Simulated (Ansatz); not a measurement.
SiC (zinc blende, F-43m), LDA in the plane-wave PAW code Ansatz: ε∞ = 6.93, cell volume 20.28 Å³. Infrared-active transverse modes:

| ω_TO (cm⁻¹) | oscillator strength S_xx (e²/amu) |
|---|---|
| 797.5 | 0.8860 |

Compute the static dielectric constant.

Each mode adds (4.921e7/V) S/ω²: 3.38. So ε0 = 10.3.

What LO frequency does the Lyddane–Sachs–Teller relation give?

ω_LO = ω_TO √(ε0/ε∞) = 973 cm⁻¹.

Symmetry was held in the LDA relaxation; phonons on a q-mesh show no instability.

Potentials: the later of the program's two PAW sets.
